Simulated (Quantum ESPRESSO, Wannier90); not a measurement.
Mg2Ge (anti-fluorite), plane waves to Wannier functions

Materials Project entry mp-408; symmetrised, unrelaxed at this level. COD (Crystallography Open Database) has an entry of this formula and space group (matched by these alone). Level: LDA, no spin polarisation, no spin-orbit coupling; pw.x of Quantum ESPRESSO at 68 Ry with PseudoDojo potentials, 8×8×8 k-points, Wannier90. Density: 8×8×8 mesh, cold smearing 0.01 Ry. Spin-orbit coupling, left out, would split the p-like bands by a few tenths of an eV. The gap is small at this level and was sampled on the meshes and a path alone.

On the energy scale of pw.x, whose zero is arbitrary, the valence-band maximum lies at 7.06 eV.

Input w.win:

```
num_bands = 21
num_wann = 12
exclude_bands = 1-13
num_iter = 1000
conv_tol = 1.0e-6
conv_window = 4
dis_num_iter = 1000
dis_conv_tol = 1.0e-6
dis_froz_max = 6.69
write_hr = true
write_u_matrices = true
begin projections
f=-0.25873,-0.24210,-0.24225: s;p
f=0.26313,0.24791,0.24237: s;p
f=-0.00455,0.01224,-0.00866: s;p
end projections
begin unit_cell_cart
ang
    0.0000000000    3.1842950000    3.1842950000
    3.1842950000    0.0000000000    3.1842950000
    3.1842950000    3.1842950000    0.0000000000
end unit_cell_cart
begin atoms_frac
Mg  -0.2500000000 -0.2500000000 -0.2500000000
Mg   0.2500000000  0.2500000000  0.2500000000
Ge   0.0000000000  0.0000000000  0.0000000000
end atoms_frac
mp_grid = 8 8 8
begin kpoints
0.0000000000 0.0000000000 0.0000000000
0.0000000000 0.0000000000 0.1250000000
0.0000000000 0.0000000000 0.2500000000
... (509 more lines: the 8x8x8 mesh through Gamma)
end kpoints
```

Input of pw2wannier90.x that gives the overlap and projection files (equivalent; here they were cut from one run over all bands):

```
&inputpp
  outdir = './out'
  prefix = 'pwscf'
  seedname = 'w'
  write_amn = .true.
  write_mmn = .true.
/
```

Output w.wout (banner and timings cut):

```
                                    ------
                                    SYSTEM
                                    ------

                              Lattice Vectors (Ang)
                    a_1     0.000000   3.184295   3.184295
                    a_2     3.184295   0.000000   3.184295
                    a_3     3.184295   3.184295   0.000000

                   Unit Cell Volume:      64.57581  (Ang^3)

                        Reciprocal-Space Vectors (Ang^-1)
                    b_1    -0.986590   0.986590   0.986590
                    b_2     0.986590  -0.986590   0.986590
                    b_3     0.986590   0.986590  -0.986590

 *----------------------------------------------------------------------------*
 |   Site       Fractional Coordinate          Cartesian Coordinate (Ang)     |
 +----------------------------------------------------------------------------+
 | mg   1  -0.25000  -0.25000  -0.25000   |   -1.59215  -1.59215  -1.59215    |
 | mg   2   0.25000   0.25000   0.25000   |    1.59215   1.59215   1.59215    |
 | ge   1   0.00000   0.00000   0.00000   |    0.00000   0.00000   0.00000    |
 *----------------------------------------------------------------------------*
                                ------------
                                K-POINT GRID
                                ------------

             Grid size =  8 x  8 x  8      Total points =  512

 *---------------------------------- MAIN ------------------------------------*
 |  Number of Wannier Functions               :                12             |
 |  Number of Objective Wannier Functions     :                12             |
 |  Number of input Bloch states              :                21             |
 |  Output verbosity (1=low, 5=high)          :                 1             |
 |  Timing Level (1=low, 5=high)              :                 1             |
 |  Optimisation (0=memory, 3=speed)          :                 3             |
 |  Length Unit                               :               Ang             |
 |  Post-processing setup (write *.nnkp)      :                 F             |
 |  Using Gamma-only branch of algorithms     :                 F             |
 *----------------------------------------------------------------------------*
 *------------------------------- WANNIERISE ---------------------------------*
 |  Total number of iterations                :              1000             |
 |  Number of CG steps before reset           :                 5             |
 |  Trial step length for line search         :             2.000             |
 |  Convergence tolerence                     :         0.100E-05             |
 |  Convergence window                        :                 4             |
 |  Iterations between writing output         :                 1             |
 |  Iterations between backing up to disk     :               100             |
 |  Write r^2_nm to file                      :                 F             |
 |  Write xyz WF centres to file              :                 F             |
 |  Write on-site energies <0n|H|0n> to file  :                 F             |
 |  Use guiding centre to control phases      :                 F             |
 |  Use phases for initial projections        :                 F             |
 *----------------------------------------------------------------------------*
 *------------------------------- DISENTANGLE --------------------------------*
 |  Using band disentanglement                :                 T             |
 |  Total number of iterations                :              1000             |
 |  Mixing ratio                              :             0.500             |
 |  Convergence tolerence                     :         1.000E-06             |
 |  Convergence window                        :                 3             |
 *----------------------------------------------------------------------------*
 *-------------------------------- PLOTTING ----------------------------------*
 |  Plotting Hamiltonian in WF basis          :                 T             |
 *----------------------------------------------------------------------------*

       ... (k-mesh section left out)

 Starting a new Wannier90 calculation ...

 Reading overlaps from w.mmn

 Reading projections from w.amn

 *------------------------------- DISENTANGLE --------------------------------*
 +----------------------------------------------------------------------------+
 |                              Energy  Windows                               |
 |                              ---------------                               |
 |                   Outer:   -2.76546  to   27.23184  (eV)                   |
 |                   Inner:   -2.76546  to    6.69000  (eV)                   |
 +----------------------------------------------------------------------------+
   Number of target bands to extract:   12

                   Unitarised projection of Wannier functions
                   ------------------------------------------
   A_mn = <psi_m|g_n> --> S = A.A^+ --> U = S^-1/2.A
   In dis_project... done
   Using an inner window (linner = T)
   In dis_proj_froz... done

                   Extraction of optimally-connected subspace
                   ------------------------------------------
 +---------------------------------------------------------------------+<-- DIS
 |  Iter     Omega_I(i-1)      Omega_I(i)      Delta (frac.)           |<-- DIS
 +---------------------------------------------------------------------+<-- DIS
       1      30.12049125      25.68216552       1.728E-01    <-- DIS
       2      27.54336130      24.49995542       1.242E-01    <-- DIS
       3      25.87822715      23.71796708       9.108E-02    <-- DIS
       4      24.69074448      23.14605921       6.674E-02    <-- DIS
       5      23.83452682      22.71078185       4.948E-02    <-- DIS
       6      23.20497847      22.36978999       3.734E-02    <-- DIS
       ... (lines left out)
     101      19.88030445      19.87783128       1.244E-04    <-- DIS
       ... (lines left out)
     201      19.82277915      19.82273084       2.437E-06    <-- DIS
       ... (lines left out)
     217      19.82183266      19.82181341       9.711E-07    <-- DIS
     218      19.82178790      19.82176990       9.080E-07    <-- DIS
     219      19.82174452      19.82172772       8.476E-07    <-- DIS

             <<<      Delta < 1.000E-06  over  3 iterations     >>>
             <<< Disentanglement convergence criteria satisfied >>>

        Final Omega_I    19.82172772 (Ang^2)

 +----------------------------------------------------------------------------+

 Writing checkpoint file w.chk... done

 *------------------------------- WANNIERISE ---------------------------------*
 +--------------------------------------------------------------------+<-- CONV
 | Iter  Delta Spread     RMS Gradient      Spread (Ang^2)            |<-- CONV
 +--------------------------------------------------------------------+<-- CONV

 ------------------------------------------------------------------------------
 Initial State
  WF centre and spread    1  ( -1.579414, -1.591476, -1.595608 )     2.42425540
  WF centre and spread    2  ( -1.579246, -1.596141, -1.578648 )     3.13731288
  WF centre and spread    3  ( -1.595841, -1.594894, -1.588338 )     3.13781855
  WF centre and spread    4  ( -1.581716, -1.580548, -1.589653 )     3.13529579
  WF centre and spread    5  (  1.581820,  1.598531,  1.599644 )     2.42418324
  WF centre and spread    6  (  1.587497,  1.592565,  1.597305 )     3.13702906
  WF centre and spread    7  (  1.609506,  1.594296,  1.602013 )     3.13774264
  WF centre and spread    8  (  1.587130,  1.598776,  1.602230 )     3.13512294
  WF centre and spread    9  (  0.010504, -0.043040,  0.022546 )     1.69243574
  WF centre and spread   10  (  0.001309, -0.001468, -0.022798 )     2.31294683
  WF centre and spread   11  ( -0.010876, -0.001008,  0.002346 )     2.31146726
  WF centre and spread   12  (  0.000778,  0.040727,  0.002278 )     2.31127230
  Sum of centres and spreads (  0.031451,  0.016320,  0.053318 )    32.29688264

      0     0.323E+02     0.0000000000       32.2968826384  <-- CONV
        O_D=      0.0077694 O_OD=     12.4673855 O_TOT=     32.2968826 <-- SPRD
 ------------------------------------------------------------------------------
      1    -0.263E+00     0.3027873641       32.0336121882  <-- CONV
        O_D=      0.0130838 O_OD=     12.1988006 O_TOT=     32.0336122 <-- SPRD
      2    -0.326E+00     0.3716487675       31.7072265944  <-- CONV
        O_D=      0.0120475 O_OD=     11.8734514 O_TOT=     31.7072266 <-- SPRD
      3    -0.173E+00     0.3639632287       31.5344167979  <-- CONV
        O_D=      0.0105913 O_OD=     11.7020978 O_TOT=     31.5344168 <-- SPRD
      4    -0.664E-01     0.2167963795       31.4679931699  <-- CONV
        O_D=      0.0089314 O_OD=     11.6373341 O_TOT=     31.4679932 <-- SPRD
      5    -0.291E-01     0.1477931500       31.4388878760  <-- CONV
        O_D=      0.0083602 O_OD=     11.6088000 O_TOT=     31.4388879 <-- SPRD
       ... (lines left out)
    100    -0.587E-01     0.1575888586       23.7980730647  <-- CONV
        O_D=      0.0131427 O_OD=      3.9632027 O_TOT=     23.7980731 <-- SPRD
       ... (lines left out)
    194    -0.209E-06     0.0003630751       23.1717074404  <-- CONV
        O_D=      0.0058408 O_OD=      3.3441389 O_TOT=     23.1717074 <-- SPRD
    195    -0.298E-06     0.0003736303       23.1717071422  <-- CONV
        O_D=      0.0058404 O_OD=      3.3441390 O_TOT=     23.1717071 <-- SPRD
    196    -0.556E-06     0.0004298565       23.1717065858  <-- CONV
        O_D=      0.0058398 O_OD=      3.3441391 O_TOT=     23.1717066 <-- SPRD
             <<<     Delta < 1.000E-06  over  4 iterations     >>>
             <<< Wannierisation convergence criteria satisfied >>>
 Final State
  WF centre and spread    1  ( -1.037709, -1.038342, -2.136327 )     2.06999665
  WF centre and spread    2  ( -1.038383, -2.137481, -1.034616 )     2.06270446
  WF centre and spread    3  ( -2.140577, -2.143059, -2.137972 )     2.07549387
  WF centre and spread    4  ( -2.135017, -1.041257, -1.041276 )     2.07715935
  WF centre and spread    5  (  1.044745,  1.043528,  2.151171 )     2.06543044
  WF centre and spread    6  (  2.145370,  1.046527,  1.048986 )     2.07373479
  WF centre and spread    7  (  2.141703,  2.141802,  2.143468 )     2.06757040
  WF centre and spread    8  (  1.042568,  2.148723,  1.047609 )     2.07301361
  WF centre and spread    9  (  0.256872, -0.404533,  0.327392 )     1.65054137
  WF centre and spread   10  (  0.142444, -0.083331, -0.552231 )     1.65152062
  WF centre and spread   11  ( -0.570804, -0.037080,  0.065132 )     1.65204003
  WF centre and spread   12  (  0.182160,  0.520521,  0.171693 )     1.65250100
  Sum of centres and spreads (  0.033372,  0.016017,  0.053028 )    23.17170659

         Spreads (Ang^2)       Omega I      =    19.821727719
        ================       Omega D      =     0.005839774
                               Omega OD     =     3.344139093
    Final Spread (Ang^2)       Omega Total  =    23.171706586
```
